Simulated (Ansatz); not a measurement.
Input:

Li₂O (anti-fluorite), conventional cell a = 4.626 Å, b = 4.626 Å, c = 4.626 Å, α = 90.00°, β = 90.00°, γ = 90.00°. The calculation uses the primitive cell of 3 atoms, to which meshes and values per cell refer.

E(V) scan at fixed shape, V₀ the volume above. Symmetry pins the atoms to their sites.

Method: PBE (plane waves to 420 eV, PAW, scalar-relativistic; Ansatz, an electronic-structure program). k mesh 12×12×12 (Γ-centred), Fermi-Dirac smearing 0.05 eV. The energy includes the smearing's −TS. Stress and pressure are positive under compression. Li2O was relaxed with its symmetry unable to fall. ΔE is measured from the relaxed starting cell.

The scan covers V/V₀ from 0.840 to 1.160 in 9 points.

**Question.** What pressure does the cell carry at V/V₀ = 0.840?

**Answer.** 19.4 GPa.

**Question.** What is ΔE at V/V₀ = 0.840?

**Answer.** 69.2 meV/atom.

**Question.** What is ΔE at V/V₀ = 1.160?

**Answer.** 41.1 meV/atom.

(Under strain, the slope of the energy per volume gives the stress and its curvature an elastic modulus.)
